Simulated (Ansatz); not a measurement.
## WC-type BiN

Method: PBE, scalar-relativistic; no spin polarisation; PAW, 420 eV, Γ-centred 12×12×10 mesh, 0.05 eV Gaussian smearing; code Ansatz; PAW files: Ansatz's generated set soft_2.

```
Bi N
1.0
     3.48937    0.00000    0.00000
    -1.74468    3.02188    0.00000
     0.00000    0.00000    3.26518
Bi N
1 1
Cartesian
  0.0000 0.0000 0.0000
  1.7447 1.0073 1.6326
```

This is a trial structure made by placing the elements on a prototype's sites, so it needn't be the stable form.

The cell is relaxed to zero pressure at this level.

The cell has space group P-6m2 (read at 0.01 Å). In it the stress is 0.00, 0.00, 0.00, 0.00, 0.00, 0.00 GPa and the largest force component 0.000 eV/Å. Each change below starts from this cell, without further relaxation. Stress is in GPa, positive in compression, in the order xx, yy, zz, yz, xz, xy; energies are counted from the cell above and are free energies with the smearing's entropy, which match forces and stress in a metal.

Question: One atom was moved along a Cartesian axis, and these forces appeared. Which atom, and about how far?
```
atom  Fx (eV/Å)      Fy     Fz
 Bi1      0.000   0.088  0.000
  N2      0.000  -0.088  0.000
```

Answer: Atom 2 (N) is moved by 0.05 Å along y; the energy changes by 2.3 meV per cell. Moving the other atom the opposite way is the same thing.

Question: What happens when atom 2 (N) is moved by 0.08 Å along x?

Answer: The energy changes by 6.0 meV per cell, and the force on it along the shift is -0.145 eV/Å (−F/u = 1.81 eV/Å²). Stress: 0.09, 0.11, 0.20, 0.00, 0.00, 0.87.
```
atom  Fx (eV/Å)      Fy     Fz
 Bi1      0.145   0.013  0.000
  N2     -0.145  -0.013  0.000
```
In a harmonic crystal the energy would rise by −½F·u = ½ × 1.81 × 0.08² eV = 5.8 meV, which matches.

Question: A single strain component, atoms carried along, gave the stress 0.50, 0.50, 3.31, 0.00, 0.00, 0.00. Which component, and about how large?

Answer: An engineering strain of -1 % in zz; the energy changes by 3.5 meV per cell.

Question: What stress follows from an engineering strain of -1 % in xy, atoms carried along?

Answer: 0.02, 0.02, -0.02, 0.00, 0.00, 0.22 GPa; the energy changes by 0.2 meV per cell.
```tsv
atom	Fx (eV/Å)	Fy	Fz
Bi1	0.024	0.000	0.000
N2	-0.024	0.000	0.000
```
The change of the stress over the strain gives a clamped-atom stiffness of about 22 GPa for this component.

Question: All atoms and the cell are disturbed at random:
```xyz
2
Lattice="3.4957 -0.0272 -0.0049 -1.7714 3.0603 0.0156 -0.0046 0.0142 3.3035" Properties=species:S:1:pos:R:3 pbc="T T T"
Bi    0.0272   -0.0025    0.0109
N     1.7105    1.0116    1.6428
```
Give the energy change, the stress and the forces.

Answer: 7.2 meV per cell; stress -1.43, -1.79, -3.87, 0.00, 0.03, -0.32 GPa.
| atom | Fx (eV/Å) | Fy | Fz |
| --- | --- | --- | --- |
| Bi1 | -0.049 | 0.034 | 0.083 |
| N2 | 0.049 | -0.034 | -0.083 |

Question: All atoms and the cell are disturbed at random:
```xyz
2
Lattice="3.5254 0.0544 -0.0261 -1.7156 2.9595 0.0662 -0.0244 0.0574 3.2558" Properties=species:S:1:pos:R:3 pbc="T T T"
Bi   -0.0045   -0.1051    0.0077
N     1.7707    1.1566    1.6248
```
Give the energy change, the stress and the forces.

Answer: 35.1 meV per cell; stress 3.42, 0.77, 2.81, -1.39, -0.13, -0.37 GPa.
```tsv
atom	Fx (eV/Å)	Fy	Fz
Bi1	-0.019	0.302	-0.106
N2	0.019	-0.302	0.106
```

These numbers lack spin–orbit coupling.
